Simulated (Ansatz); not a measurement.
## ZnS (F-43m), zone-centre modes

Theory: DFT PBE, scalar-relativistic, plane waves, PAW in Ansatz. Cutoff 420 eV, Γ-centred 8×8×6 k-points, Gaussian smearing of 0.05 eV. No spin polarisation.

Reference structure (as given, not relaxed at this level):

```
CELL_PARAMETERS angstrom
0.00000 -2.70465 -2.70465
0.00000 2.70465 -2.70465
5.40930 0.00000 0.00000
ATOMIC_POSITIONS crystal
Zn 0.50000 0.50000 0.50000
Zn 0.00000 0.00000 0.00000
S 0.00000 0.50000 0.25000
S 0.50000 0.00000 0.75000
```

Harmonic modes by finite displacements of 0.02 Å, without the LO–TO term. The cell doubles the primitive one, so its zone centre also holds the primitive cell's point q = (0, 1/2, 1/2).

Question: At this geometry, is the structure stable against these modes?

Answer: Yes: no mode is imaginary beyond 10 cm⁻¹, and only the three translations lie near zero.

Question: List the wavenumbers in cm⁻¹.

Answer: 0, 0, 0, 89, 89, 208, 269, 269, 269, 303, 303, 317.

Cost: 1 run of about 1.8 core-minutes, on Arm Neoverse V1 (shared hosts).